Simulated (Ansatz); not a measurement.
Hf$_{2}$S in space group P6_3/mmc (No. 194; Hf on 4f, S on 2b), plane-wave PAW LDA (Ansatz code), all energies at zero smearing, with the estimated change up to a 700 eV cutoff added, with one set of potentials and settings (totals compare only within such a set). Cell of 6 atoms (4 Hf, 2 S): -63653.275 eV.

```
element                reference phase  E (eV/atom)
-------  -----------------------------  -----------
Hf       P6_3/mmc, 2 atoms in the cell  -15476.8591
S           Fddd, 32 atoms in the cell    -869.4931
```

Formation energy per atom, worked out: (-63653.275 − 4×(-15476.8591) − 2×(-869.4931))/6 = -1.142 eV/atom (-110 kJ per mol of atoms), at 0 K, without zero-point energy or fitted corrections.

The workflow started from a Materials Project entry (that database holds measured and hypothetical structures alike); the Crystallography Open Database copy checked does not list it. Its standing as an ambient phase is unchecked. The LDA relaxation kept the symmetry of its start; of distortions, only those at the zone centre were tested. The run is not spin-polarised. The references are the lowest solids computed at this level, not always the standard phases. Scalar-relativistic: spin–orbit coupling is off unless named, which matters more the heavier the elements.

Potentials: the later of the program's two PAW sets.
